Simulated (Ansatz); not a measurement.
Input:

MoP:
Space group Pm-3m (No. 221); a = 2.9742 Å, b = 2.9742 Å, c = 2.9742 Å, α = 90.00°, β = 90.00°, γ = 90.00°

```
atom  site  symmetry       x       y       z
----  ----  --------  ------  ------  ------
Mo      1a      m-3m  0.0000  0.0000  0.0000
P       1b      m-3m  0.5000  0.5000  0.5000
```

This is the PBEsol-relaxed structure.

Task: All from PBEsol (plane waves, PAW; program Ansatz), unless another level is named. Give the electronic character.

Result: metallic (no gap).

Task: What about the formation energy from the elements (no fitted shifts)?

Result: -0.48 eV/atom.

Task: What about the density of states at the Fermi level?

Result: 0.59 states/eV per atom (mean over ±0.08 eV).

The cell is a constructed one: a structure type filled with these elements; neither database checked (COD, Materials Project) lists it. COD files the formula under space group No. 187, so this cell is another polymorph or a model. Whether it is the stable phase at ambient conditions was not checked. The PBEsol relaxation kept the symmetry of its start; of distortions, only those at the zone centre were tested. No spin polarisation was allowed. The references are the lowest solids computed at this level, not always the standard phases. Scalar-relativistic: spin–orbit coupling is off unless named, which matters more the heavier the elements.

Potentials: the later of the program's two PAW sets.
